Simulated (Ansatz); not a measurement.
## Si vacancy in La3Si3Ni

Computed with the plane-wave PAW code Ansatz (scalar-relativistic, PAW set soft_2): PBEsol, no spin polarisation, 420 eV cutoff, k-mesh 4×3×4.

The relaxed host crystal (no gap at this level of theory):

```
CELL_PARAMETERS angstrom
-2.01984 2.16487 9.02487
2.01984 -2.16487 9.02487
2.01984 2.16487 -9.02487
ATOMIC_POSITIONS crystal
La 0.81347 0.31347 0.50000
La 0.18086 0.68086 0.50000
La 0.00047 0.00047 0.00000
Ni 0.56796 0.56796 0.00000
Si 0.63109 0.13109 0.50000
Si 0.36347 0.86347 0.50000
Si 0.44268 0.44268 0.00000
```

Supercell of 21 atoms, rows of the matrix [[-1,-1,-2],[1,-2,-1],[-1,-1,-1]] times the cell vectors; Si vacancy at (0.631, 0.131, 0.500) in fractions of the cell above. Atoms are relaxed at the host's cell, from a start shaken by 0.05 Å near the defect. The cell loses 1 of its 9 Si, so this is a heavily defective crystal.

Distances from the empty Si site (Å), by shell of the perfect crystal:

```csv
shell,perfect crystal,"relaxed, charge 0"
2 Ni,2.32,2.25
```

| charge | gap of the cell on the mesh (eV) |
| --- | --- |
| 0 | 0.00 |

Formation energy of the neutral defect: 2.78 eV, taking atoms from and to the elements' standard states (no corrections for gases), so it belongs to those chemical potentials alone.

Caveats: a metal with Cr, Mn, Fe, Co or Ni was run without spin, and may be magnetic; small supercell, so energies and levels can be off by tenths of an eV; one random start near the defect, so other minima are possible.
